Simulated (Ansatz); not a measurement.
**Na₂NiO₂, a database entry at a rescaled volume**

```xyz
10
Lattice="1.4088 5.0658 0.0000 1.4088 -5.0658 0.0000 0.0000 0.0000 -8.2731" Properties=species:S:1:pos:R:3 pbc="T T T"
Ni    1.4088   -3.8307    0.0000
Ni    1.4088    3.8307   -4.1365
Na    1.4088   -1.0699   -1.2625
Na    1.4088    1.0699   -5.3990
Na    1.4088   -3.5673   -2.7351
Na    1.4088    3.5673   -6.8716
O     1.4088   -0.2036   -3.3911
O     1.4088    0.2036   -7.5277
O     1.4088   -2.2340   -4.8993
O     1.4088    2.2340   -0.7628
```

Single point in Ansatz 0.2.0 with r2SCAN, collinear spin. Cutoff 500 eV, PAW datasets, 7×7×2 Γ-centred k mesh, gaussian filling (width 0.0594 eV).

The state carries no moments; the state need not be the lowest.

Q: Metal or insulator? Give the gap.

A: The gap is 1.45 eV, indirect or between spins (the least direct gap found is 1.80 eV). A semilocal functional usually gives too small a gap.

Q: Is the cell too large or too small?

A: The pressure is -1.8 GPa (compression positive), so with the atoms held at these fractions the cell would first shrink. The principal stresses -2.2, -2.1, -1.0 GPa differ, so its shape would change too.

Q: Describe some of the short contacts.

A: Ni–O at 1.89 Å: least valence density 0.74 e/Å³ and ELF 0.17 there. Na–O at 2.30 Å: least valence density 0.17 e/Å³ and ELF 0.03 there, a closed-shell (ionic or weak) contact. Both are smooth PAW fields, read partly inside the augmentation spheres.

Q: Is it stable against the elements?

A: -1.38 eV an atom against the elements' usual phases (free molecules for gases, crystals otherwise, with no correction for O₂ or N₂), so it is bound against them; other compounds may still compete. Relaxing would lower it.

Origin: a database entry at a rescaled volume. Caveats: the input typed no starting moments.
